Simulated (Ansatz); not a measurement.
**Al (Im-3m), an elastic constant from a strain scan**

Method: DFT r2SCAN, scalar-relativistic, plane waves, PAW (Ansatz 0.2.0). Cutoff 500 eV, Γ-centred 20×20×20 k-points, Gaussian smearing of 0.15 eV. No spin polarisation. Energies are free energies at this smearing, counted from the undisturbed cell; pressure is positive in compression.

The starting cell (as given, not relaxed at this level; it stands at 0.5 GPa; this bcc form isn't the usual structure):

```
CELL_PARAMETERS angstrom
-1.59122 1.59122 1.59122
1.59122 -1.59122 1.59122
1.59122 1.59122 -1.59122
ATOMIC_POSITIONS crystal
Al 0.00000 0.00000 0.00000
```

The cell is strained by ε times the Voigt pattern (0, 0, 0, 1, 0, 0) (xx, yy, zz, yz, xz, xy; engineering shear) with fractional coordinates fixed. The cell holds 1 atom in V0 = 16.12 Å³. The stress column is τ = (1/V0) dE/dε, got from the stress tensor σ (compression positive) at each point as −det(1 + εP) σ : P(1 + εP)⁻¹, with P the pattern as a tensor.

| ε | ΔE (meV/atom) | τ (GPa) |
| --- | --- | --- |
| -0.0175 | 0.538 | -0.685 |
| -0.0150 | 0.382 | -0.554 |
| -0.0125 | 0.258 | -0.438 |
| -0.0100 | 0.161 | -0.334 |
| -0.0075 | 0.089 | -0.241 |
| -0.0050 | 0.039 | -0.156 |
| -0.0025 | 0.010 | -0.077 |
| 0.0000 | 0.000 | 0.000 |
| 0.0025 | 0.010 | 0.077 |
| 0.0050 | 0.039 | 0.156 |
| 0.0075 | 0.089 | 0.241 |
| 0.0100 | 0.161 | 0.334 |
| 0.0125 | 0.258 | 0.438 |
| 0.0150 | 0.382 | 0.554 |
| 0.0175 | 0.538 | 0.685 |
| 0.0200 | ? | ? |

Which combination of elastic constants does this scan measure, and how large is it?

For small ε, τ = τ0 + Kε with K = pᵀCp, which for this pattern is C44 in the cubic axes. The parabola through τ at ε = -0.0025, 0 and 0.0025 has slope K = 31 GPa at zero. The energies per cell, E = NΔE, of the wider pair ε = ±0.0175 give K = 2[E(ε₊)/ε₊ − E(ε₋)/ε₋]/[(ε₊ − ε₋)V0] = 35 GPa; energies this small carry numerical noise (the number of plane waves changes with the cell), and higher-order terms add over long steps.

Predict the withheld row at ε = 0.0200 from the harmonic law, and compare.

ΔE = V0(τ0 ε + Kε²/2)/N = 0.616 meV/atom and τ = 0.61 GPa. The calculation gives 0.728 meV/atom and 0.83 GPa: the energy lies 18 % above the harmonic value.

In a metal these slopes depend on the k mesh and the smearing.